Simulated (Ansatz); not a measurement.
One crystal and one scan (energy over volume and axial ratio) at two levels, PBE (plane waves to 420 eV, PAW, scalar-relativistic; Ansatz, an electronic-structure program) and r2SCAN (plane waves to 500 eV, PAW, scalar-relativistic; Ansatz), each from its own relaxed cell and on its own mesh. The cell shown is that of PBE.

Lu (hcp, Mg type)

```
CELL_PARAMETERS angstrom
      3.50707     0.00000     0.00000
     -1.75353     3.03721     0.00000
      0.00000     0.00000     5.46215
ATOMIC_POSITIONS crystal
  Lu 0.33333 0.66667 0.75000
  Lu 0.66667 0.33333 0.25000
```

Grid over V/V₀ and (c/a)/(c/a)₀, subscript 0 meaning the relaxed cell; the conventional c axis lies along z; no internal relaxation.

The energy includes the smearing's −TS. Lu is run without spin polarisation. Lu was relaxed with its symmetry unable to fall. The PAW data are Ansatz's earlier set. With partly filled bands, the response to shear is sensitive to the k mesh, so small differences along c/a are uncertain. Percentages come from the unrounded values. Both scans cover V/V₀ from 0.960 to 1.040 and (c/a)/(c/a)₀ from 0.960 to 1.040.

```json
[
 {"quantity": "Lattice constant a (Å)", "PBE": "3.507", "r2SCAN": "3.504", "PBE − r2SCAN": "+0.003"},
 {"quantity": "Lattice constant c (Å)", "PBE": "5.462", "r2SCAN": "5.452", "PBE − r2SCAN": "+0.010 (+0.2 %)"},
 {"quantity": "Relaxed volume (Å³/atom)", "PBE": "29.09", "r2SCAN": "28.99", "PBE − r2SCAN": "+0.10 (+0.3 %)"},
 {"quantity": "Modulus against c/a change at fixed volume, (3/4V)·∂²E/∂(ln c/a)² (fit, atoms clamped) (GPa)", "PBE": "38", "r2SCAN": "38", "PBE − r2SCAN": "0"}
]
```

They agree on: lattice constant a (within 0.2 %); lattice constant c (within 0.2 %); relaxed volume (within 0.6 %). Neither level is exact: the differences show how much the result hangs on the functional.

(Under strain, the slope of the energy per volume gives the stress and its curvature an elastic modulus.)
